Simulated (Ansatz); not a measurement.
This run works on a proposed trial structure, not on a known crystal.

Input and command of a plane-wave DFT calculation in Ansatz:

```yaml
crystal:
  lattice:
    - [-1.985, 1.985, 19.65]
    - [1.985, -1.985, 19.65]
    - [1.985, 1.985, -19.65]
  atoms:
    - { symbol: Si, position: [0.0, 0.0, 0.0] }
    - { symbol: Si, position: [0.75, 0.25, 0.5] }
    - { symbol: Ge, position: [0.607143, 0.107143, 0.5] }
    - { symbol: Ge, position: [0.142857, 0.142857, 0.0] }
    - { symbol: Ge, position: [0.178571, 0.678571, 0.5] }
    - { symbol: Ge, position: [0.571429, 0.571429, 0.0] }
    - { symbol: Ge, position: [0.464286, 0.964286, 0.5] }
    - { symbol: Ge, position: [0.035714, 0.535714, 0.5] }
    - { symbol: Ge, position: [0.285714, 0.285714, 0.0] }
    - { symbol: Ge, position: [0.714286, 0.714286, 0.0] }
    - { symbol: Ge, position: [0.857143, 0.857143, 0.0] }
    - { symbol: Ge, position: [0.321429, 0.821429, 0.5] }
    - { symbol: Ge, position: [0.892857, 0.392857, 0.5] }
    - { symbol: Ge, position: [0.428571, 0.428571, 0.0] }
basis:
  ecutwfc: 420
kpoints:
  mp_grid: { grid: [6, 6, 6] }
hamiltonian:
  xc: pbe
scf:
  occupations: { method: gaussian, width: 0.2 }
  lower_state_search: "off"
output:
  forces: true
  stress: true
  eigenvalues: true
relax:
  adjacent_minimum: "off"
  f_tol: 0.08
  max_steps: 16
  cell: { stress_tol: 0.8 }
```

```bash
ansatz run input.yaml --threads 1 --pin off --max-ram 2560MiB --backend cpu --events-out ev --progress --plain --runs-dir out
```

Processor: Arm Neoverse V2, 1 thread, on a host shared with other jobs.

**Question.** How long does it run, and how much memory does it take?

**Answer.** About 5.4 min, peak memory 1 GiB. It solves 106 bands at 30 k points (after reduction by symmetry) with about 6359 plane waves (on the last cell), in 27 SCF iterations over 4 ionic steps.
